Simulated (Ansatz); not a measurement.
**One relaxed cell of Cs2TlBiF6 at several levels**

A database entry relaxed whole under r2SCAN at zero pressure (Fm-3m, No. 225):

```
Cs Tl Bi F
1.0
     0.00000    4.89550    4.89550
     4.89550    0.00000    4.89550
     4.89550    4.89550    0.00000
Cs Tl Bi F
2 1 1 6
Cartesian
  2.4478 2.4478 2.4478
  7.3433 7.3433 7.3433
  4.8955 4.8955 4.8955
  0.0000 0.0000 0.0000
  2.2542 4.8955 4.8955
  4.8955 2.2542 4.8955
  7.5368 4.8955 4.8955
  4.8955 7.5368 4.8955
  4.8955 4.8955 2.2542
  4.8955 4.8955 7.5368
```

Its volume is 23.47 Å³ an atom, +2.0 % against the entry's 23.01, a cell as deposited in COD (1972).

Single points on this cell with plane-wave PAW DFT (Ansatz 0.2.0; r2SCAN 500 eV, hybrids 420 eV; fermi-dirac occupations of width 0.020 eV; no moments): r2SCAN on a 6×6×6 Γ-centred mesh; r2SCAN with spin-orbit coupling on a 6×6×6 Γ-centred mesh; HSE06 on a 4×4×4 Γ-centred mesh; PBE0 on a 4×4×4 Γ-centred mesh.

**Question.** What does each level give for gap and charges?

**Answer.** The runs give:

```json
{"level": "r2SCAN", "gap (eV), or kind": "3.32", "pressure (GPa)": "0.0", "Bader charge of Cs (e)": "+0.93", "Bader charge of Tl (e)": "+0.88", "Bader charge of Bi (e)": "+2.19", "Bader charge of F (e)": "-0.82"}
{"level": "r2SCAN with spin-orbit coupling", "gap (eV), or kind": "2.18", "pressure (GPa)": "0.0", "Bader charge of Cs (e)": "+0.93", "Bader charge of Tl (e)": "+0.87", "Bader charge of Bi (e)": "+2.15", "Bader charge of F (e)": "-0.81"}
{"level": "HSE06", "gap (eV), or kind": "3.91", "pressure (GPa)": "0.8", "Bader charge of Cs (e)": "+0.93", "Bader charge of Tl (e)": "+0.91", "Bader charge of Bi (e)": "+2.24", "Bader charge of F (e)": "-0.83"}
{"level": "PBE0", "gap (eV), or kind": "4.60", "pressure (GPa)": "0.7", "Bader charge of Cs (e)": "+0.93", "Bader charge of Tl (e)": "+0.91", "Bader charge of Bi (e)": "+2.24", "Bader charge of F (e)": "-0.84"}
```

Under r2SCAN the gap is 3.32 eV, over mesh and band path. HSE06 moves it by +0.59 eV and PBE0 by +1.28 eV; PBE0 keeps its exact exchange at long range, which widens the gap over HSE06's by 0.69 eV on their common mesh. Spin-orbit coupling moves the r2SCAN gap by -1.14 eV, which the hybrid values lack. The charge on Bi goes from +2.19 to +2.24 e under HSE06.

Caveats: the relaxation kept the start's symmetry; HSE06 is read on its mesh and at the zone's corners, PBE0 on its mesh alone; hybrid pressures are good to a few tenths of a GPa; pressure is positive in compression.
